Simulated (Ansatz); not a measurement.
Ca2C in the antifluorite structure, relaxed with r2SCAN in Ansatz 0.2.0. It is cubic, Fm-3m (No. 225); a = 6.257 Å in the conventional setting, 20.42 Å³ an atom. C has 8 Ca at 2.71 Å; Ca has 4 C at 2.71 Å.

The axes x, y and z are those of this cell:
```yaml
crystal:
  lattice:
    - [0.00000, 3.12858, 3.12858]
    - [3.12858, 0.00000, 3.12858]
    - [3.12858, 3.12858, 0.00000]
  atoms:
    - { symbol: C, position: [0.00000, 0.00000, 0.00000] }
    - { symbol: Ca, position: [0.25000, 0.25000, 0.25000] }
    - { symbol: Ca, position: [0.75000, 0.75000, 0.75000] }
```

Unstrained: r2SCAN gives a direct gap of 0.413 eV at X. With HSE06 the gap is 0.825 eV and direct, at X. Meshes: r2SCAN 8×8×8, HSE06 6×6×6. Strains are changes of length per length. After each strain the atoms were relaxed again with r2SCAN within the symmetry that the strain leaves, so tilts or polar shifts that break it weren't tested; points keep the names that they have in the unstrained zone. The calculation is spin-unpolarised, and the structure need not be a phase that has been made.

Task: Estimate what uniaxial -4.81 % along x, other directions held does to the gap.

Result: r2SCAN: the gap goes from 0.413 to 0.182 eV (-0.231 eV). HSE06: the gap goes from 0.825 to 0.579 eV (-0.246 eV). The r2SCAN energy rises by 23.1 meV an atom.

Task: One strain changed the r2SCAN stress by xx +0.03, yy +0.03, zz +0.51 GPa (compression positive) and the gap by -0.016 eV (r2SCAN), -0.016 eV (HSE06). Which kind of strain was it, and roughly how large?

Result: Uniaxial -0.33 % along z, other directions held. The pattern of the stress gives the kind; the size needs the stiffness, so it is an estimate.

Task: One strain changed the r2SCAN stress by xx -1.04, yy -1.04, zz -1.04, xy -0.20, xz -0.20, yz -0.20 GPa (compression positive) and the gap by +0.003 eV (r2SCAN), -0.001 eV (HSE06). Which kind of strain was it, and roughly how large?

Result: Uniaxial +1.92 % along [111], other directions held. The pattern of the stress gives the kind; the size needs the stiffness, so it is an estimate.

The meshes of the hybrids are coarse, so their gaps aren't converged to the digits shown.
